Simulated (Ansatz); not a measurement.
Values for one crystal, relaxed and computed with plane-wave PAW r²SCAN (Ansatz code); other levels are named.

```yaml
volume_per_atom: 22.22 Å³
band_gap: 1.00 eV (indirect)
smallest_direct_gap_on_the_standard_path: 1.11 eV
conduction_band_minimum: on the C2–Y2 line, 60 % of the way from C2 (k = 0.406, 0.417, 0.000 in fractions of the reciprocal vectors) (4 equivalent valleys)
valence_band_maximum: at Γ
Formation energy from the elements (no fitted shifts): -3.07 eV/atom
```

**Question.** Which of these materials gives this?
A. K3NaS2O8, P-3m1 (Pearson symbol hP14)
B. La3SbO3, C2/m (Pearson symbol mS28)
C. Sr2ZnWO6, I4/m (Pearson symbol tI20)
D. Zr3N2O3, Cm (Pearson symbol mS32)

**Answer.** B, La3SbO3, C2/m (Pearson symbol mS28)

The first step of the workflow began from a Materials Project structure, measured or hypothetical; the Crystallography Open Database files this formula in space group No. 12, but the cells were not matched. Its standing as an ambient phase is unchecked. Symmetry was held in the r²SCAN relaxation; its stability against distortions is not shown here. The references are the lowest solids computed at this level, not always the standard phases (solids in place of the gases). Spin–orbit coupling is left out wherever it is not named.

Potentials: the later of the program's two PAW sets.
